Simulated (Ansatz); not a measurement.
Ansatz (an electronic-structure program) input:

Ansatz 0.2 input:
```yaml
crystal:
  lattice:
    - [0.0, 3.1970458089, 3.1970458089]
    - [3.1970458089, 0.0, 3.1970458089]
    - [3.1970458089, 3.1970458089, 0.0]
  atoms:
    - { symbol: Bi, position: [0.0, 0.0, 0.0] }
    - { symbol: Te, position: [0.5, 0.5, 0.5] }
kpoints:
  mp_grid: { grid: [23, 23, 23] }
hamiltonian:
  xc: pbesol
  pseudopotentials: { azcp: { folder: ./paw }, kind: paw }
scf:
  occupations: { method: fermi_dirac, width: 0.1 }
elastic: { mode: relaxed_ion, stencil: two_point, amplitude: 0.005, f_tol: 0.0005 }
```

Output (shortened):

```
Pseudopotential: Bi, paw, valence charge 15
Pseudopotential: Te, paw, valence charge 16
Functional definition: PBEsol
Crystal: 2 atoms, lattice volume = 65.355 Å³
Basis set: ecut = 420 eV, 1243 PW (Γ), exchange–correlation on 64×64×64 points (8 copies of the dense FFT grid, shifted against one another)
Bands: 20, of which v1, the nominal top of the filled ones, is band 16 counted from 1 (15 counted from 0)
Symmetry: 48 space group operations
Space group: Fm-3m (ITA 225), of the structure as read, at distance tolerance 4.0e-5 Å
k-points: 364 of 12167
SCF iter   1: F=—  HF=-19146.255206 eV  |F-HF|=—  |Δ(HF+E_count)|=         —  Δρ=9.42e-3  dr2=5.44e-2  ethr=3.10e-3  ⟨swp⟩=7.1  Hψ=40010  notcnv=0
preconditioner: auto → Kerker (q_TF=auto, 2.409 Å⁻¹)
SCF iter   2: F=—  HF=-19146.249862 eV  |F-HF|=—  |Δ(HF+E_count)|=   5.34e-3  Δρ=6.20e-3  dr2=2.49e-2  ethr=1.75e-4  ⟨swp⟩=1.2  Hψ=10365  notcnv=0
SCF iter   3: F=—  HF=-19146.247168 eV  |F-HF|=—  |Δ(HF+E_count)|=   2.69e-3  Δρ=7.69e-4  dr2=3.75e-4  ethr=8.02e-5  ⟨swp⟩=2.7  Hψ=13075  notcnv=0
SCF iter   4: F=—  HF=-19146.247273 eV  |F-HF|=—  |Δ(HF+E_count)|=   1.05e-4  Δρ=2.82e-4  dr2=7.17e-5  ethr=1.21e-6  ⟨swp⟩=2.0  Hψ=10463  notcnv=0
SCF iter   5: F=—  HF=-19146.247307 eV  |F-HF|=—  |Δ(HF+E_count)|=   3.46e-5  Δρ=1.28e-4  dr2=2.00e-5  ethr=2.31e-7  ⟨swp⟩=2.2  Hψ=11037  notcnv=0
SCF iter   6: F=—  HF=-19146.247319 eV  |F-HF|=—  |Δ(HF+E_count)|=   1.21e-5  Δρ=3.03e-5  dr2=9.26e-7  ethr=6.45e-8  ⟨swp⟩=2.0  Hψ=9077  notcnv=0
SCF iter   7: F=—  HF=-19146.247316 eV  |F-HF|=—  |Δ(HF+E_count)|=   3.36e-6  Δρ=5.45e-6  dr2=2.53e-8  ethr=2.99e-9  ⟨swp⟩=2.0  Hψ=9500  notcnv=0
SCF iter   8: F=—  HF=-19146.247316 eV  |F-HF|=—  |Δ(HF+E_count)|=   9.26e-9  Δρ=1.24e-6  dr2=8.94e-10  ethr=8.15e-11  ⟨swp⟩=2.0  Hψ=11367  notcnv=0
SCF iter  12: F=-19146.247316 eV  HF=-19146.247316 eV  |F-HF|=7.28e-12  |Δ(HF+E_count)|=  3.64e-12  Δρ=3.16e-9  dr2=5.86e-15  ethr=1.00e-12  ⟨swp⟩=5.0  Hψ=30041  notcnv=0
SCF 1 converged in 12 iterations: F = -19146.247316 eV  dr2 = 5.86e-15
Crystal: 2 atoms, lattice volume = 65.028 Å³
Symmetry: 16 space group operations
k-points: 936 of 12167
iter 1 solved again at ethr=3.08e-7 eV; its pass at ethr=3.10e-3 eV (dr2=9.54e-5 eV) is discarded
SCF iter   1: F=—  HF=-19146.246472 eV  |F-HF|=—  |Δ(HF+E_count)|=         —  Δρ=1.35e-4  dr2=2.07e-5  ethr=3.08e-7  ⟨swp⟩=3.0  Hψ=123856  notcnv=0
preconditioner: auto → Kerker (q_TF=auto, 2.411 Å⁻¹)
SCF iter   2: F=—  HF=-19146.246470 eV  |F-HF|=—  |Δ(HF+E_count)|=   1.95e-6  Δρ=8.98e-5  dr2=9.38e-6  ethr=6.69e-8  ⟨swp⟩=1.1  Hψ=18863  notcnv=0
SCF iter   3: F=—  HF=-19146.246469 eV  |F-HF|=—  |Δ(HF+E_count)|=   1.16e-6  Δρ=1.94e-5  dr2=4.77e-7  ethr=3.03e-8  ⟨swp⟩=2.0  Hψ=22159  notcnv=0
SCF iter   4: F=—  HF=-19146.246468 eV  |F-HF|=—  |Δ(HF+E_count)|=   1.09e-6  Δρ=5.49e-6  dr2=2.83e-8  ethr=1.54e-9  ⟨swp⟩=2.2  Hψ=24346  notcnv=0
SCF iter   5: F=—  HF=-19146.246468 eV  |F-HF|=—  |Δ(HF+E_count)|=   1.06e-8  Δρ=2.04e-6  dr2=3.57e-9  ethr=9.12e-11  ⟨swp⟩=2.3  Hψ=33404  notcnv=0
SCF iter   6: F=—  HF=-19146.246468 eV  |F-HF|=—  |Δ(HF+E_count)|=   2.37e-9  Δρ=5.99e-7  dr2=2.89e-10  ethr=1.15e-11  ⟨swp⟩=2.0  Hψ=23136  notcnv=0
SCF iter   7: F=—  HF=-19146.246468 eV  |F-HF|=—  |Δ(HF+E_count)|=  2.87e-10  Δρ=1.60e-7  dr2=2.24e-11  ethr=9.33e-13 (applied; sched 1.00e-12)  ⟨swp⟩=2.6  Hψ=31309  notcnv=0
SCF iter   8: F=—  HF=-19146.246468 eV  |F-HF|=—  |Δ(HF+E_count)|=    0.00e0  Δρ=5.77e-8  dr2=2.91e-12  ethr=7.23e-14 (applied; sched 1.00e-12)  ⟨swp⟩=2.2  Hψ=30738  notcnv=0
SCF iter  10: F=-19146.246468 eV  HF=-19146.246468 eV  |F-HF|=7.28e-12  |Δ(HF+E_count)|=  7.28e-12  Δρ=3.62e-9  dr2=9.58e-15  ethr=1.00e-12  ⟨swp⟩=4.1  Hψ=61824  notcnv=0
SCF 2 converged in 10 iterations: F = -19146.246468 eV  dr2 = 9.58e-15
Crystal: 2 atoms, lattice volume = 65.681 Å³
iter 1 solved again at ethr=1.97e-10 eV; its pass at ethr=3.10e-3 eV (dr2=6.11e-8 eV) is discarded
SCF iter   1: F=—  HF=-19146.246955 eV  |F-HF|=—  |Δ(HF+E_count)|=         —  Δρ=5.84e-5  dr2=6.32e-8  ethr=1.97e-10  ⟨swp⟩=3.0  Hψ=122935  notcnv=0
preconditioner: auto → Kerker (q_TF=auto, 2.407 Å⁻¹)
SCF iter   2: F=—  HF=-19146.246962 eV  |F-HF|=—  |Δ(HF+E_count)|=   6.93e-6  Δρ=2.96e-5  dr2=1.87e-8  ethr=1.97e-10  ⟨swp⟩=1.1  Hψ=18788  notcnv=0
SCF iter   3: F=—  HF=-19146.246965 eV  |F-HF|=—  |Δ(HF+E_count)|=   2.39e-6  Δρ=9.22e-7  dr2=3.91e-10  ethr=6.04e-11  ⟨swp⟩=1.1  Hψ=18788  notcnv=0
SCF iter   4: F=—  HF=-19146.246965 eV  |F-HF|=—  |Δ(HF+E_count)|=   1.44e-9  Δρ=1.59e-7  dr2=3.12e-11  ethr=1.26e-12  ⟨swp⟩=2.0  Hψ=25320  notcnv=0
SCF iter   5: F=—  HF=-19146.246965 eV  |F-HF|=—  |Δ(HF+E_count)|=  3.64e-12  Δρ=6.30e-8  dr2=4.98e-12  ethr=1.01e-13 (applied; sched 1.00e-12)  ⟨swp⟩=2.7  Hψ=32901  notcnv=0
SCF iter   6: F=—  HF=-19146.246965 eV  |F-HF|=—  |Δ(HF+E_count)|=    0.00e0  Δρ=2.00e-8  dr2=3.97e-13  ethr=1.61e-14 (applied; sched 1.00e-12)  ⟨swp⟩=2.0  Hψ=34809  notcnv=0
SCF iter   7: F=-19146.246965 eV  HF=-19146.246965 eV  |F-HF|=1.09e-11  |Δ(HF+E_count)|=  7.28e-12  Δρ=6.37e-9  dr2=3.95e-14  ethr=1.00e-12  ⟨swp⟩=4.7  Hψ=63040  notcnv=0
SCF 3 converged in 7 iterations: F = -19146.246965 eV  dr2 = 3.95e-14
Crystal: 2 atoms, lattice volume = 65.354 Å³
Symmetry: 8 space group operations
k-points: 1728 of 12167
iter 1 solved again at ethr=2.14e-8 eV; its pass at ethr=3.10e-3 eV (dr2=6.63e-6 eV) is discarded
SCF iter   1: F=—  HF=-19146.247326 eV  |F-HF|=—  |Δ(HF+E_count)|=         —  Δρ=5.45e-5  dr2=1.34e-6  ethr=2.14e-8  ⟨swp⟩=3.1  Hψ=232484  notcnv=0
preconditioner: auto → Kerker (q_TF=auto, 2.409 Å⁻¹)
SCF iter   2: F=—  HF=-19146.247324 eV  |F-HF|=—  |Δ(HF+E_count)|=   1.32e-6  Δρ=3.31e-5  dr2=5.14e-7  ethr=4.33e-9  ⟨swp⟩=1.1  Hψ=34671  notcnv=0
SCF iter   3: F=—  HF=-19146.247324 eV  |F-HF|=—  |Δ(HF+E_count)|=   9.87e-9  Δρ=3.11e-6  dr2=4.86e-9  ethr=1.66e-9  ⟨swp⟩=2.0  Hψ=43305  notcnv=0
SCF iter   4: F=—  HF=-19146.247324 eV  |F-HF|=—  |Δ(HF+E_count)|=   4.33e-9  Δρ=7.60e-7  dr2=3.00e-10  ethr=1.57e-11  ⟨swp⟩=2.2  Hψ=53512  notcnv=0
SCF iter   5: F=—  HF=-19146.247324 eV  |F-HF|=—  |Δ(HF+E_count)|=  1.27e-10  Δρ=1.76e-7  dr2=1.54e-11  ethr=9.67e-13 (applied; sched 1.00e-12)  ⟨swp⟩=2.0  Hψ=52697  notcnv=0
SCF iter   6: F=—  HF=-19146.247324 eV  |F-HF|=—  |Δ(HF+E_count)|=  2.18e-11  Δρ=4.16e-8  dr2=9.39e-13  ethr=4.98e-14 (applied; sched 1.00e-12)  ⟨swp⟩=2.1  Hψ=49729  notcnv=0
SCF iter   7: F=-19146.247324 eV  HF=-19146.247324 eV  |F-HF|=3.64e-12  |Δ(HF+E_count)|=  7.28e-12  Δρ=1.02e-8  dr2=7.50e-14  ethr=1.00e-12  ⟨swp⟩=5.0  Hψ=123907  notcnv=0
SCF 4 converged in 7 iterations: F = -19146.247324 eV  dr2 = 7.50e-14
Crystal: 2 atoms, lattice volume = 65.354 Å³
iter 1 solved again at ethr=4.49e-11 eV; its pass at ethr=3.10e-3 eV (dr2=1.39e-8 eV) is discarded
SCF iter   1: F=—  HF=-19146.247323 eV  |F-HF|=—  |Δ(HF+E_count)|=         —  Δρ=1.77e-5  dr2=1.43e-8  ethr=4.49e-11  ⟨swp⟩=3.0  Hψ=227910  notcnv=0
preconditioner: auto → Kerker (q_TF=auto, 2.409 Å⁻¹)
SCF iter   2: F=—  HF=-19146.247324 eV  |F-HF|=—  |Δ(HF+E_count)|=   7.20e-7  Δρ=9.05e-6  dr2=5.05e-9  ethr=4.49e-11  ⟨swp⟩=1.1  Hψ=34661  notcnv=0
SCF iter   3: F=—  HF=-19146.247324 eV  |F-HF|=—  |Δ(HF+E_count)|=   2.27e-7  Δρ=7.27e-7  dr2=1.53e-10  ethr=1.63e-11  ⟨swp⟩=1.9  Hψ=38422  notcnv=0
SCF iter   4: F=—  HF=-19146.247324 eV  |F-HF|=—  |Δ(HF+E_count)|=   1.19e-9  Δρ=1.23e-7  dr2=1.44e-11  ethr=4.92e-13 (applied; sched 1.00e-12)  ⟨swp⟩=2.1  Hψ=45615  notcnv=0
SCF iter   5: F=—  HF=-19146.247324 eV  |F-HF|=—  |Δ(HF+E_count)|=  1.46e-11  Δρ=3.34e-8  dr2=1.04e-12  ethr=4.64e-14 (applied; sched 1.00e-12)  ⟨swp⟩=2.0  Hψ=43419  notcnv=0
SCF iter   6: F=-19146.247324 eV  HF=-19146.247324 eV  |F-HF|=7.28e-12  |Δ(HF+E_count)|=  3.64e-12  Δρ=1.13e-8  dr2=8.60e-14  ethr=1.00e-12  ⟨swp⟩=5.0  Hψ=126500  notcnv=0
SCF 5 converged in 6 iterations: F = -19146.247324 eV  dr2 = 8.60e-14
SCF converged after 12 iterations
Free energy (F): -19146.247316 eV
Harris-Foulkes:  -19146.247316 eV  (|F-HF|=7.28e-12)
Internal energy: -19146.201892 eV  (E = F + TS)
E sigma→0 (E₀):  -19146.224604 eV
Entropy (-TS):   -0.045424 eV (-22.712 meV/atom)
Fermi energy:    10.215298 eV
--- Per-component energies (eV) ---
  E_band       = -352.156569
  E_kinetic    = 425.999766
  E_local      = -2875.800216  (includes V_loc(G=0)·N_el)
  E_nonlocal   = 478.104150
  E_hartree    = 1270.808376
  E_xc         = -272.690366
  E_vxc        = -233.681700  (∫ρ·V_xc dr)
  E_paw        = -15100.888613  (= ΣΔE_a)
  E_vpaw       = -688.395612  (= ΣTr[D̂ρ^β])
  E_aug_tail   = 0.000293  (compensation charges beyond the density's cutoff)
  E_ewald      = -3072.199887
  E_core_change = 0.464606  (= ΣΔE_core)
  E_smearing   = -0.045424  (= −TS)
  E_closure    = 0.000000  (closes the sum)
  Σ components = -19146.247316   (vs F -19146.247316, Δ=0.00e0)
  [band-id]    e_kinetic+e_local+e_nonlocal+2·e_hartree+e_vxc+e_vpaw+e_augmentation_tail = -352.156567   (vs E_band -352.156569, Δ=2.79e-6)
--- Forces (eV/Å), atoms counted from 1 ---
  atom   1  Bi     0.00000000     0.00000000     0.00000000
  atom   2  Te     0.00000000     0.00000000     0.00000000
  max |Σ_I F_I| component: 0.0 eV/Å
--- Stress (GPa, compression-positive) ---
        0.116224       0.000000       0.000000
        0.000000       0.116224       0.000000
        0.000000       0.000000       0.116224
  P = ⅓ Tr σ = 0.1162 GPa (1.162 kbar)
--- Band table (eV; the first three rows and the last of 364) ---
  k-point 0: bands = ["-27.0465", "-27.0465", "-27.0437", "-27.0437", "-27.0437", "-12.8691", "-12.8691", "-12.8620", "-12.8620", "-12.8620", "-3.5726", "2.1995", "7.5901", "7.5901", "7.5901", "12.4427", "12.4427", "12.4427", "14.8199", "14.8199"]
  k-point 1: bands = ["-27.0465", "-27.0465", "-27.0437", "-27.0437", "-27.0437", "-12.8692", "-12.8692", "-12.8619", "-12.8618", "-12.8618", "-3.5549", "2.1505", "7.5956", "7.5956", "7.6118", "12.3442", "12.3642", "12.3642", "14.7729", "14.8558"]
  k-point 2: bands = ["-27.0464", "-27.0464", "-27.0437", "-27.0437", "-27.0437", "-12.8694", "-12.8694", "-12.8618", "-12.8615", "-12.8615", "-3.5017", "2.0083", "7.6122", "7.6122", "7.6729", "12.0853", "12.1504", "12.1504", "14.6844", "14.9620"]
  k-point 363: bands = ["-27.0466", "-27.0460", "-27.0434", "-27.0433", "-27.0427", "-12.8817", "-12.8696", "-12.8587", "-12.8576", "-12.8497", "-1.1365", "-0.7454", "4.9724", "5.1091", "8.5817", "9.9865", "14.1282", "14.3405", "15.2078", "15.5482"]
--- Elastic constants: 2 strain directions × 2 members + reference (group order 48) ---
  dense FFT box of the reference and of every strained cell: 32×32×32
  strains applied: 11, 23; error gains: componentwise 1.00 (the most a stress slope's error grows in a printed constant), spectral 1.73 (1 for all six strains …
  C = ∂σ_k/∂η_j (tension-positive GPa; Voigt order 11 22 33 23 13 12):
       117.625     22.618     22.618      0.000      0.000      0.000
        22.618    117.625     22.618      0.000      0.000      0.000
        22.618     22.618    117.625      0.000      0.000      0.000
         0.000      0.000      0.000     -1.728      0.000      0.000
         0.000      0.000      0.000      0.000     -1.728      0.000
         0.000      0.000      0.000      0.000      0.000     -1.728
  reference stress σ⁰ (GPa):     -0.116     -0.116     -0.116      0.000      0.000      0.000
  C* (energy form; C + prestress term) asymmetry max|C*_kj − C*_jk| = 7.105e-15 GPa — a small one proves nothing (zero by symmetry where the batch's group is …
  moduli (Voigt/Reuss/Hill, GPa): K = 54.29/54.29/54.29   G = 17.96/-2.95/7.51   E = 21.53   ν = 0.434
  mechanically stable: NO (min eigenvalue of sym C = -1.73 GPa)
  where every solve meets its electron count the energy-path curvature estimates C_jj along a normal strain and C_jj − ¼(σ⁰_aa + σ⁰_bb) along a shear (ab), of …
  strain η (Voigt 11):  stress-route row diagonal C_11 = 117.62 GPa, energy-path curvature d²(F+E_count+ΔE)/dδ²/Ω₀ = 117.61 GPa
         δ    σ_11 (GPa)             F (eV)   n_scf  n_hpsi   n_pw
    -5.000e-3      -0.7204      -19146.2464679      10  415082   1301   relax 0 steps, max|allowed force component| 0.0 eV/Å
     5.000e-3       0.4558      -19146.2469647       7  333427   1307   relax 0 steps, max|allowed force component| 0.0 eV/Å
  strain η (Voigt 23):  stress-route row diagonal C_44 = -1.73 GPa, energy-path curvature d²(F+E_count+ΔE)/dδ²/Ω₀ = -1.67 GPa
         δ    σ_23 (GPa)             F (eV)   n_scf  n_hpsi   n_pw
    -5.000e-3       0.0086      -19146.2473243       7  621407   1303   relax 0 steps, max|allowed force component| 0.0 eV/Å
     5.000e-3      -0.0086      -19146.2473243       6  547627   1303   relax 0 steps, max|allowed force component| 0.0 eV/Å
```

Cost: very roughly 5 core-minutes on shared cores.

The first step of the workflow began from a Materials Project structure, measured or hypothetical; the Crystallography Open Database files this formula in space group No. 225, but the cells were not matched. Whether it is the stable phase at ambient conditions was not checked. The cell was relaxed with PBEsol under the symmetry of its start; of distortions, only those at the zone centre were tested. As this level gives no gap, shear constants depend on the k-mesh and smearing (Fermi–Dirac, 0.1 eV here). Spin–orbit coupling is left out wherever it is not named.

Potentials: the earlier of the program's two PAW sets.

Ansatz is a plane-wave DFT program.
